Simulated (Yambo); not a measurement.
Material: KAuF₄ (space group I4/mcm, No. 140); a = b = c = 7.079 Å, α = β = 129.81°, γ = 73.72° (12 atoms in the cell). The geometry is that of Materials Project entry mp-5309, symmetrised and not relaxed again.

With norm-conserving PBEsol (Quantum ESPRESSO, 84 Ry, without SOC), the gap between the mesh's edge points (X → X) is 2.319 eV.

Task: By how much does one-shot G0W0 (Yambo; 2×2×2 Γ-centred k mesh, bands 9 to 315 and a 7 Ry block in the screening, 315 bands in G with the Bruneval-Gonze terminator, plasmon pole fitted at 27.2 eV) open this gap, and what gap results?

Result: The correction is 4.021 eV, giving 6.340 eV, 2.7 times the PBEsol value.  Nearest settings tried, and what they do to the gap: 159 bands in W: +40 meV; 6 Ry block (349 vectors against 445): +10 meV. Not varied: bands in G, mesh. So the settings aren't converged at that level. The k mesh is coarse. Spin-orbit coupling is left out, which matters for elements this heavy: edges can move by tenths of an eV.
